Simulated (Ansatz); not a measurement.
A trial structure of La2LuN3 was built thus: random cell by space group and Wyckoff sites (P4mm, No. 99). The dimensions are guesses.

```
La Lu N
1.0
     4.46552    0.00000    0.00000
     0.00000    4.46552    0.00000
     0.00000    0.00000    7.20984
La Lu N
2 1 3
Direct
  0.50000 0.00000 0.11434
  0.00000 0.50000 0.11434
  0.00000 0.00000 0.33395
  0.50000 0.00000 0.84295
  0.00000 0.50000 0.84295
  0.00000 0.00000 0.75169
```

The calculation used Ansatz 0.2.0, DFT PBE, scalar-relativistic, plane waves, PAW. Cutoff 420 eV, Gaussian smearing, Γ-centred meshes. Cell and atoms relax first on a coarse mesh and then on a finer one. In between, the cell is made exact in the group found at 0.06 Å. In metals the finer mesh still leaves noise of several meV/atom or more. The steps can't lower the symmetry of their start. No spin polarisation.

A guess keeps its type if space group and coordination stay and the shape of the cell changes little (axis ratios within about 15 %, angles within 6°); the volume may change.

Problem. Will the relaxed cell still be of the starting type?

Solution. It doesn't keep its type. The symmetry goes from P4mm (No. 99) to P4/mmm (No. 123). The volume per atom shrinks by 12.3 %, from 24.0 to 21.0 Å³. The shortest distance goes from 1.96 Å (La–N) to 2.31 Å (La–N and Lu–N). Counting neighbours within 15 % of an atom's shortest distance, the start has La 1, Lu 5, N 1/4 and the end La 4, Lu 6, N 4/6. In detail, at the end around La lie 2 N at 2.31 Å, 2 N at 2.61 Å and 4 Lu at 3.49 Å; Lu has 2 N at 2.31 Å, 4 N at 2.61 Å and 8 La at 3.49 Å; N on a site of symmetry mmm has 2 La at 2.31 Å and 2 Lu at 2.61 Å; 1 more site not described.

```
La Lu N
1.0
     5.22057    0.00000    0.00000
     0.00000    5.22057    0.00000
     0.00000    0.00000    4.62865
La Lu N
2 1 3
Direct
  0.50000 0.00000 0.00000
  0.00000 0.50000 0.00000
  0.00000 0.00000 0.50000
  0.50000 0.00000 0.50000
  0.00000 0.50000 0.50000
  0.00000 0.00000 0.00000
```

The last run used an 8×8×8 mesh for its 6-atom cell and Gaussian smearing of 0.10 eV. A structure relaxed within its symmetry needn't be a true minimum. Another cell of La2LuN3 relaxed alike, in P-3m1, lies 0.66 eV/atom lower, so this cell isn't the stable form at this level.

In counts of neighbours, a slash parts the counts of unlike sites.
